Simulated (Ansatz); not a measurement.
Relax this structure to zero stress and force, keeping its symmetry:

```cif
data_structure
_symmetry_space_group_name_H-M 'P 1'
_symmetry_Int_Tables_number 1
_cell_length_a 4.8614
_cell_length_b 4.8614
_cell_length_c 4.8614
_cell_angle_alpha 60.000
_cell_angle_beta 60.000
_cell_angle_gamma 60.000
_cell_volume 81.24
loop_
_atom_site_label
_atom_site_type_symbol
_atom_site_fract_x
_atom_site_fract_y
_atom_site_fract_z
_atom_site_occupancy
Nb1 Nb 0.50000 0.50000 0.50000 1
Nb2 Nb 0.75000 0.75000 0.75000 1
Cr1 Cr 0.12500 0.12500 0.12500 1
Cr2 Cr 0.62500 0.12500 0.12500 1
Cr3 Cr 0.12500 0.12500 0.62500 1
Cr4 Cr 0.12500 0.62500 0.12500 1
```

Level of theory: Ansatz 0.2.0, DFT PBEsol, scalar-relativistic, plane waves, PAW.

Settings: cutoff 420 eV, Γ-centred mesh 10×10×10 on the computed 6-atom cell, Gaussian smearing of 0.10 eV; no spin polarisation.

**Question.** What does it relax to?

**Answer.** The volume falls by 0.03 Å³/atom to 13.51 Å³/atom, and the energy changes by under 0.1 meV/atom. Final structure:
```
Nb Cr
1.0
     0.00000    3.43499    3.43499
     3.43499    0.00000    3.43499
     3.43499    3.43499    0.00000
Nb Cr
2 4
Direct
  0.50000 0.50000 0.50000
  0.75000 0.75000 0.75000
  0.12500 0.12500 0.12500
  0.62500 0.12500 0.12500
  0.12500 0.12500 0.62500
  0.12500 0.62500 0.12500
```

Spin polarisation was left out, and a magnetic state may lie lower.

Cost: 1 run of about 0.97 core-minutes, on Arm Neoverse V1 (shared hosts).